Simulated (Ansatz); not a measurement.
Consider the following.

ZrPt3:
```
ZrPt3
1.0
    3.99685     0.00000     0.00000
    0.00000     3.99685     0.00000
    0.00000     0.00000     3.99685
Zr Pt
1 3
Direct
  0.00000   0.00000   0.00000
  0.50000   0.50000   0.00000
  0.00000   0.50000   0.50000
  0.50000   0.00000   0.50000
```

This is the PBEsol-relaxed structure.

Task: All from plane-wave PAW PBEsol (Ansatz code), unless another level is named. Estimate the Debye temperature from the elastic constants.

Result: 340 K.

Task: Predict the highest zone-centre frequency.

Result: 178 cm⁻¹.

Space group Pm-3m (Cu3Au type). The workflow started from a Materials Project entry (that database holds measured and hypothetical structures alike); the Crystallography Open Database files this formula in space group No. 221, but the cells were not matched. Its standing as an ambient phase is unchecked. The cell was relaxed with PBEsol under the symmetry of its start; whether a distortion lowers the energy is not shown. No spin polarisation was allowed. As this level gives no gap, shear constants depend on the k-mesh and smearing (Fermi–Dirac, 0.1 eV here). As this level gives no gap, phonon frequencies hold no LO–TO term and depend on the k-mesh and smearing (Fermi–Dirac, 0.1 eV here). Scalar-relativistic: spin–orbit coupling is off unless named, which matters more the heavier the elements.

Potentials: the later of the program's two PAW sets.
